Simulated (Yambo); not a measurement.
G0W0@PBEsol for Cs₂KYCl₆ (space group Fm-3m, No. 225) in Yambo. Reference settings: 2×2×2 Γ-centred k mesh, bands 2 to 372 and a 6 Ry block in the screening, 372 bands in G with the Bruneval-Gonze terminator, plasmon pole fitted at 27.2 eV. The PBEsol gap Γ → Γ on this mesh is 4.96 eV; G0W0 gaps are taken between the same points.

The settings were changed. The gap went from 7.54 eV to 7.49 eV, and the shift of the valence edge from -1.85 eV to -1.71 eV.

Problem. Name the change that produced these shifts.
A. 3 Ry block
B. 139 bands in G, no terminator
C. no terminator
D. 1×1×1 mesh

Solution. C, no terminator. The others gave (gap, valence shift): 1×1×1 mesh: 7.41, -1.75 eV; 139 bands in G, no terminator: 7.30, -1.20 eV; 3 Ry block: 7.31, -1.67 eV.

Geometry of the Materials Project entry, not relaxed at this level; primitive cell a = b = c = 8.0291 Å, α = β = γ = 60.00°.

The structure is a Materials Project entry; no match was found in the copy of COD used, and its stability was not checked.

A shift is the quasiparticle energy of the state minus its PBEsol energy.
